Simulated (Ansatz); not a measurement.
Hf$_{3}$Nb$_{2}$Ga$_{3}$ in space group P6_3/mcm (No. 193; Hf on 6g, Nb on 4d, Ga on 6g), the program Ansatz at the PBE level (PAW), all energies at zero smearing, with the estimated change up to a 700 eV cutoff added, with one set of potentials and settings (totals compare only within such a set). Cell of 16 atoms (6 Hf, 4 Nb, 6 Ga): -135248.008 eV.

| element | reference phase | E (eV/atom) |
|---|---|---|
| Hf | P6_3/mmc, 2 atoms in the cell | -15722.2087 |
| Nb | Im-3m, 1 atoms in the cell | -4552.3152 |
| Ga | Cmce, 4 atoms in the cell | -3783.0259 |

Formation energy per atom, worked out: (-135248.008 − 6×(-15722.2087) − 4×(-4552.3152) − 6×(-3783.0259))/16 = -0.459 eV/atom (-44 kJ per mol of atoms), at 0 K, without zero-point energy or fitted corrections.

The first step of the workflow began from a Materials Project structure, measured or hypothetical; the Crystallography Open Database files this formula in space group No. 193, but the cells were not matched. Whether it is the stable phase at ambient conditions was not checked. The cell was relaxed with PBE under the symmetry of its start; whether a distortion lowers the energy is not shown. The run is not spin-polarised. The references are the lowest solids computed at this level, not always the standard phases. Scalar-relativistic: spin–orbit coupling is off unless named, which matters more the heavier the elements.

Potentials: the earlier of the program's two PAW sets.
